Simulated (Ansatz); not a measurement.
Geometry optimisation in Ansatz: input, command and trajectory.

```yaml
crystal:
  lattice:
    - [-3.7447749402, 3.7447749402, 5.4673241861]
    - [3.7447749402, -3.7447749402, 5.4673241861]
    - [3.7447749402, 3.7447749402, -5.4673241861]
  atoms:
    - { symbol: Cs, position: [0.75, 0.25, 0.5] }
    - { symbol: Cs, position: [0.25, 0.75, 0.5] }
    - { symbol: Au, position: [0.0, 0.0, 0.0] }
    - { symbol: Au, position: [0.5, 0.5, 0.0] }
    - { symbol: Br, position: [0.234040302, 0.234040302, 0.4680806041] }
    - { symbol: Br, position: [0.234040302, 0.765959698, 0.0] }
    - { symbol: Br, position: [0.765959698, 0.765959698, 0.5319193959] }
    - { symbol: Br, position: [0.765959698, 0.234040302, 0.0] }
    - { symbol: Br, position: [0.7224768816, 0.7224768816, 0.0] }
    - { symbol: Br, position: [0.2775231184, 0.2775231184, 0.0] }
basis:
  ecutwfc: 420
kpoints:
  mp_grid: { grid: [8, 8, 8] }
hamiltonian:
  xc: lda
scf:
  occupations: { method: gaussian, width: 0.01 }
output:
  forces: true
  stress: true
  eigenvalues: true
relax:
  adjacent_minimum: "off"
  f_tol: 0.005
  max_steps: 80
  cell: { stress_tol: 0.05 }
```

```bash
ansatz run input.yaml --threads 2 --pin off --max-ram 5120MiB --backend cpu --events-out ev --progress --plain --runs-dir out
```

Method: Ansatz, DFT LDA, scalar-relativistic, plane waves, PAW.

Of 4 frames 3 are shown, positions in Å and forces in eV/Å; the SCF threshold varies from step to step. Steps run on the plane waves of an earlier cell, with a Pulay correction in the pressure. The basis is chosen afresh for the last frame, the zero of the energies, and at times for earlier ones too; energy and pressure step there, also at an unchanged geometry.

```xyz
10
Lattice="-3.7448 3.7448 5.4673 3.7448 -3.7448 5.4673 3.7448 3.7448 -5.4673" Properties=species:S:1:pos:R:3:forces:R:3 pbc="T T T" step=1 free_energy_over_end_meV_per_atom=0.01 pressure_GPa=0.00
Cs    0.0000    3.7448    2.7337    0.0000    0.0000    0.0000
Cs    3.7448    0.0000    2.7337    0.0000    0.0000    0.0000
Au    0.0000    0.0000    0.0000    0.0000    0.0000    0.0000
Au    0.0000    0.0000    5.4673    0.0000    0.0000    0.0000
Br    1.7529    1.7529    0.0000    0.0118    0.0118    0.0000
Br    1.9919   -1.9919    5.4673   -0.0118    0.0118    0.0000
Br    1.9919    1.9919    5.4673   -0.0118   -0.0118    0.0000
Br   -1.9919    1.9919    5.4673    0.0118   -0.0118    0.0000
Br    0.0000    0.0000    7.9000    0.0000    0.0000   -0.0023
Br    0.0000    0.0000    3.0346    0.0000    0.0000    0.0023
10
Lattice="-3.7439 3.7439 5.4668 3.7439 -3.7439 5.4668 3.7439 3.7439 -5.4668" Properties=species:S:1:pos:R:3:forces:R:3 pbc="T T T" step=2 free_energy_over_end_meV_per_atom=0.00 pressure_GPa=0.00
Cs    0.0000    3.7439    2.7334    0.0000    0.0000    0.0000
Cs    3.7439    0.0000    2.7334    0.0000    0.0000    0.0000
Au    0.0000    0.0000    0.0000    0.0000    0.0000    0.0000
Au    0.0000    0.0000    5.4668    0.0000    0.0000    0.0000
Br    1.7542    1.7542    0.0000   -0.0017   -0.0017    0.0000
Br    1.9897   -1.9897    5.4668    0.0017   -0.0017    0.0000
Br    1.9897    1.9897    5.4668    0.0017    0.0017    0.0000
Br   -1.9897    1.9897    5.4668   -0.0017    0.0017    0.0000
Br    0.0000    0.0000    7.8991    0.0000    0.0000    0.0101
Br    0.0000    0.0000    3.0344    0.0000    0.0000   -0.0101
10
Lattice="-3.7437 3.7437 5.4652 3.7437 -3.7437 5.4652 3.7437 3.7437 -5.4652" Properties=species:S:1:pos:R:3:forces:R:3 pbc="T T T" step=4 free_energy_over_end_meV_per_atom=0.00 pressure_GPa=0.00
Cs    0.0000    3.7437    2.7326    0.0000    0.0000    0.0000
Cs    3.7437    0.0000    2.7326    0.0000    0.0000    0.0000
Au    0.0000    0.0000    0.0000    0.0000    0.0000    0.0000
Au    0.0000    0.0000    5.4652    0.0000    0.0000    0.0000
Br    1.7542    1.7542    0.0000    0.0000    0.0000    0.0000
Br    1.9896   -1.9896    5.4652    0.0000    0.0000    0.0000
Br    1.9896    1.9896    5.4652    0.0000    0.0000    0.0000
Br   -1.9896    1.9896    5.4652    0.0000    0.0000    0.0000
Br    0.0000    0.0000    7.8983    0.0000    0.0000    0.0019
Br    0.0000    0.0000    3.0322    0.0000    0.0000   -0.0019
```

The run took 4.7 min on 2 threads of Intel(R) Xeon(R) Processor @ 2.50GHz (Skylake/Cascade Lake), with other jobs on the host, peak memory 1.1 GiB.

Spin–orbit coupling is left out, which can shift energies with elements as heavy as these.